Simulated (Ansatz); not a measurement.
In2SbAs in space group R3m (No. 160; In on 3a, In on 3a, Sb on 3a, As on 3a) at seven volumes, r²SCAN in the plane-wave PAW code Ansatz, shape and atoms relaxed at each. One row is withheld.

```
V (Å³/atom)  P (GPa)
-----------  -------
28.963          5.77
29.918          3.51
30.873          1.60
31.828          0.00
32.783         -1.36
33.738         -2.49
34.692             ?
```

Fit the shown pressures and predict the withheld one.

P = (3/2)B₀(x^(7/2) − x^(5/2))[1 + (3/4)(B′ − 4)(x − 1)] with x = (V₀/V)^(2/3). Least squares on the six rows gives V₀ = 31.826 Å³/atom, B₀ = 49.0 GPa, B′ = 4.70. At V = 34.692, x = 0.9441 and P = -3.45 GPa. The run itself gave -3.45 GPa.

The workflow started from a Materials Project entry (that database holds measured and hypothetical structures alike); the Crystallography Open Database copy checked does not list it. Its standing as an ambient phase is unchecked. Symmetry was held in the r²SCAN relaxation; whether a distortion lowers the energy is not shown. Scalar-relativistic: spin–orbit coupling is off unless named, which matters more the heavier the elements.

Potentials: the later of the program's two PAW sets.
